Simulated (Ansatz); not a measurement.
A structure of AlN relaxed with PBEsol (plane waves to 420 eV, PAW, scalar-relativistic; Ansatz, an electronic-structure program); single points at other levels follow on the same geometry (Ansatz, PAW; HSE06 at 420 eV on a 8×8×4 k-mesh; no spin-orbit coupling). Space group P6₃mc (No. 186).

```cif
data_Al2N2
_chemical_formula_sum 'Al2 N2'
_space_group_name_H-M_alt 'P63mc'
_space_group_IT_number 186
_space_group_name_Hall 'P 6c -2c'
_cell_length_a 3.11387
_cell_length_b 3.11387
_cell_length_c 4.98352
_cell_angle_alpha 90.000
_cell_angle_beta 90.000
_cell_angle_gamma 120.000
loop_
_atom_site_label
_atom_site_type_symbol
_atom_site_symmetry_multiplicity
_atom_site_Wyckoff_symbol
_atom_site_fract_x
_atom_site_fract_y
_atom_site_fract_z
_atom_site_occupancy
Al1 Al 2 b 0.66667 0.33333 0.49640 1
N1 N 2 b 0.33333 0.66667 0.37840 1
```

```tsv
level	gap (eV)	kind	conduction minimum
PBEsol	4.09	direct	Γ
HSE06	___	–	___
```

**Question.** What belongs in the gaps?

**Answer.** 
- HSE06, gap (eV): 5.54
- HSE06, conduction minimum: Γ

No spin polarisation in the result.

Measured for AlN: a 3.1113 Å (0 K or low temperature; as listed in arXiv:1206.3780); c 4.9793 Å (0 K or low temperature; as listed in arXiv:1206.3780); gap 6.51 eV (static lattice; corrected from measurement; as listed in Martin Feneberg et al., Physical Review B (2010)). Computed minus measured — a: PBEsol +0.1 %; c: PBEsol +0.1 %; gap: PBEsol -2.42 eV, HSE06 -0.97 eV. The computed values are for a static lattice, and a measured gap can be an optical one, lowered by exciton binding.

The run could not lose the symmetry of its start.
